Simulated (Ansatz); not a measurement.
The relaxed structure here is a generated cell of ZrS2: the first start was made by placing the elements on the sites of a structure type, and the end was not matched to a known phase here, so it may be hypothetical. Known forms of ZrS2 include space group No. 164.

A relaxed structure of ZrS2. Space group Pnnm (No. 58), AFLOW prototype AB2_oP6_58_a_g (as in Fe2C). Computed with PBEsol (plane waves to 420 eV, PAW, scalar-relativistic; Ansatz, a quantum-chemistry and plane-wave program).

```cif
data_S4Zr2
_chemical_formula_sum 'Zr2 S4'
_space_group_name_H-M_alt 'P 1'
_space_group_IT_number 1
_cell_length_a 5.69806
_cell_length_b 6.29658
_cell_length_c 3.65354
_cell_angle_alpha 90.000
_cell_angle_beta 90.000
_cell_angle_gamma 90.000
loop_
_space_group_symop_operation_xyz
  'x, y, z'
loop_
_atom_site_label
_atom_site_type_symbol
_atom_site_fract_x
_atom_site_fract_y
_atom_site_fract_z
_atom_site_occupancy
Zr1 Zr 0.50000 0.50000 0.50000 1
Zr2 Zr 0.00000 0.00000 0.00000 1
S1 S 0.75150 0.84190 0.50000 1
S2 S 0.25150 0.65810 0.00000 1
S3 S 0.74850 0.34190 0.00000 1
S4 S 0.24850 0.15810 0.50000 1
```

Task: Predict the band gap from PBEsol.

Result: 0.32 eV, direct at Γ (no spin-orbit coupling).

No spin polarisation in the result.

The run could not lose the symmetry of its start, so the end can be a saddle point.
